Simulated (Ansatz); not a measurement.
## Cu₄Sn: zone-centre modes

The calculation used DFT PBE, scalar-relativistic, plane waves, PAW (Ansatz 0.2.0). Settings: 420 eV plane-wave cutoff, Γ-centred 12×12×12 mesh, Fermi-Dirac smearing of 0.15 eV. No spin polarisation. Phonons by linear response, acoustic sum rule imposed.

Relaxed structure:
```yaml
crystal:
  lattice:
    - [-3.03487, 3.03487, 1.90737]
    - [3.03487, -3.03487, 1.90737]
    - [3.03487, 3.03487, -1.90737]
  atoms:
    - { symbol: Cu, position: [0.18891, 0.40339, 0.59230] }
    - { symbol: Cu, position: [0.59661, 0.18891, 0.78552] }
    - { symbol: Cu, position: [0.40339, 0.81109, 0.21448] }
    - { symbol: Cu, position: [0.81109, 0.59661, 0.40770] }
    - { symbol: Sn, position: [0.00000, 0.00000, 0.00000] }
```

It was reached by relaxing an invented guess, and it needn't be the stable form of this composition. In a metal, frequencies depend on the k mesh and the smearing, soft modes most. Spin–orbit coupling is left out, which matters for heavy elements.

Question: Is this structure stable against zone-centre distortions?

Answer: Yes, at Γ: no optical mode is imaginary. Strains and other wave vectors aren't tested by this run.

Question: List the optical modes at Γ (i marks imaginary ones).

Answer:
```
frequency (cm⁻¹)  degeneracy
              97           2
             111           1
             139           2
             143           1
             143           1
             156           1
             159           1
             180           1
             187           2
```
